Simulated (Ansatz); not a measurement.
BP (zinc blende)

```
CELL_PARAMETERS angstrom
      0.00000     4.54829     4.54829
      2.27414     0.00000     2.27414
      2.27414     2.27414     0.00000
ATOMIC_POSITIONS crystal
  P  0.37500 0.75000 0.75000
  P  0.87500 0.75000 0.75000
  B  0.00000 0.00000 0.00000
  B  0.50000 0.00000 0.00000
```

A phonon eigenvector at L = (0.5, 0.0, 0.0) is frozen into this cell: atom i moves by Q times the vector below, so Q is the largest atomic displacement, in Å. The cell is held. (q is in reciprocal vectors of the primitive cell; the cell shown is doubled to hold the pattern.)

| atom | x | y | z |
|---|---|---|---|
| P1 | -0.577 | 0.577 | 0.577 |
| P2 | 0.577 | -0.577 | -0.577 |
| B3 | 0.065 | -0.065 | -0.065 |
| B4 | -0.065 | 0.065 | 0.065 |

Calculation: PBE (plane waves to 420 eV, PAW, scalar-relativistic; Ansatz, a quantum-chemistry and plane-wave program). k mesh 6×12×12 (Γ-centred), Fermi-Dirac smearing 0.05 eV. Energies are smeared free energies. BP was relaxed with its symmetry unable to fall. The PAW data are Ansatz's earlier set. ΔE is measured from the undisplaced structure.

| Q (Å) | ΔE (meV/cell) |
|---|---|
| -0.100 | 294.8 |
| -0.067 | 130.5 |
| -0.033 | 32.5 |
| 0.000 | 0.0 |
| 0.033 | 32.5 |
| 0.067 | 130.5 |
| 0.100 | 294.8 |

Q: Which DFPT wavenumber at L = (0.5, 0.0, 0.0) belongs to this mode?
A) 225 cm⁻¹
B) 506 cm⁻¹
C) 751 cm⁻¹

A: B, 506 cm⁻¹. The curvature of the scan gives 506 cm⁻¹

(For displaced atoms, the force is minus the slope of the energy, and its curvature is a force constant, which sets phonon frequencies.)
